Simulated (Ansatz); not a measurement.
Rb2NaTlBr6:
```
Rb2NaTlBr6
1.0
    0.00000     5.63487     5.63487
    5.63487     0.00000     5.63487
    5.63487     5.63487     0.00000
Rb Na Tl Br
2 1 1 6
Direct
  0.75000   0.75000   0.75000
  0.25000   0.25000   0.25000
  0.50000   0.50000   0.50000
  0.00000   0.00000   0.00000
  0.75723   0.24277   0.24277
  0.24277   0.75723   0.75723
  0.24277   0.75723   0.24277
  0.75723   0.24277   0.75723
  0.24277   0.24277   0.75723
  0.75723   0.75723   0.24277
```

Relaxed with HSE06.

Question: Give the Bader charges and basin volumes of the independent atoms, plane-wave PAW HSE06 (Ansatz code).

Answer: 

```
atom  Bader charge (e)  Bader volume (Å³)
----  ----------------  -----------------
Rb1              +0.90               33.8
Na3              +0.87                9.4
Tl4              +1.22               18.6
Br5              -0.65               43.0
```

Space group Fm-3m. The workflow started from a Materials Project entry (that database holds measured and hypothetical structures alike); the Crystallography Open Database copy checked does not list it. Its standing as an ambient phase is unchecked. Symmetry was held in the HSE06 relaxation; its stability against distortions is not shown here. Scalar-relativistic: spin–orbit coupling is off unless named, which matters more the heavier the elements.

Potentials: the later of the program's two PAW sets.
